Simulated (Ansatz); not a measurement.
Relaxed-ion elastic tensor of NiSb (NiAs type, space group No. 194) in GPa (Voigt order), LDA (plane waves, PAW; program Ansatz); density 9.15 g/cm³, 16.38 Å³ per atom.

```
 212   112  98.2   0.0   0.0   0.0
 112   212  98.2   0.0   0.0   0.0
98.2  98.2   219   0.0   0.0   0.0
 0.0   0.0   0.0  74.3   0.0   0.0
 0.0   0.0   0.0   0.0  74.3   0.0
 0.0   0.0   0.0   0.0   0.0  50.1
```

Question: Is the crystal mechanically stable?

Answer: Yes: the smallest eigenvalue of C is 50.1 GPa.

Question: Work out the Voigt, Reuss and Hill averages.

Answer: K_V = 140, K_R = 140, K_H = 140; G_V = 62.0, G_R = 60.1, G_H = 61.1 GPa.

Question: Give Young's modulus, Poisson's ratio, Pugh's ratio and the universal anisotropy index.

Answer: E = 9KG/(3K + G) = 160 GPa; ν = 0.31; K/G = 2.29 (ductile by the Pugh limit of 1.75); A_U = 5G_V/G_R + K_V/K_R − 6 = 0.16.

Question: Estimate the sound speeds and the Debye temperature.

Answer: v_l = √((K + 4G/3)/ρ) = 4920 m/s, v_t = √(G/ρ) = 2580 m/s, mean 2890 m/s; Θ = (h/k)(3n/4πV)^(1/3) v_m = 339 K.

Question: Solve the Christoffel equation for the three sound speeds along x, y, z.

Answer: Eigenvalues of C_ijkl n_j n_l equal ρv². In km/s, slowest first: x 2.34, 2.85, 4.81; y 2.34, 2.85, 4.81; z 2.85, 2.85, 4.89.

Question: How much does each axis shrink under pressure?

Answer: Linear compressibilities β_i = Σ_j S_ij (j = 1 to 3): x 2.3, y 2.3, z 2.5 per TPa.

Space group P6_3/mmc (NiAs type). Symmetry was held in the LDA relaxation; of distortions, only those at the zone centre were tested. No spin polarisation was allowed. As this level gives no gap, shear constants depend on the k-mesh and smearing (Fermi–Dirac, 0.1 eV here). On the denser mesh and wider smearing of the elastic run this cell carries a stress of 0.3 GPa. Scalar-relativistic: spin–orbit coupling is off unless named, which matters more the heavier the elements.

Potentials: the later of the program's two PAW sets.
